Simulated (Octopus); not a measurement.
O₂Si (P3221, No. 154):
```xyz
9
Lattice="4.9166 0.0000 0.0000 -2.4583 4.2579 0.0000 0.0000 0.0000 5.4316" Properties=species:S:1:pos:R:3 pbc="T T T"
Si    -1.1524     1.9961     1.8105
Si     1.3058     2.2618     0.0000
Si     2.3049     0.0000     3.6211
O     -1.0874     3.1144     2.9756
O      0.3049     1.7589     1.1650
O      0.7826     3.6424     4.7861
O      3.2408     0.6154     2.4561
O      1.3708     1.1435     4.2666
O      2.7632     2.4989     0.6455
```
The cell is a database entry, not relaxed again.

Level: LDA. Code: Octopus 16.4. Numerical set-up: grid spacing about 0.16 Å, Γ-centred 6×6×4 k-mesh, no spin polarisation; Troullier-Martins for Si O.

Q: What band gap does LDA give on the standard high-symmetry path?

A: 5.74 eV, from K to Γ; smallest direct gap on the path 6.06 eV. A grid finer by a fifth moves the gap between mesh points by under 0.01 eV.
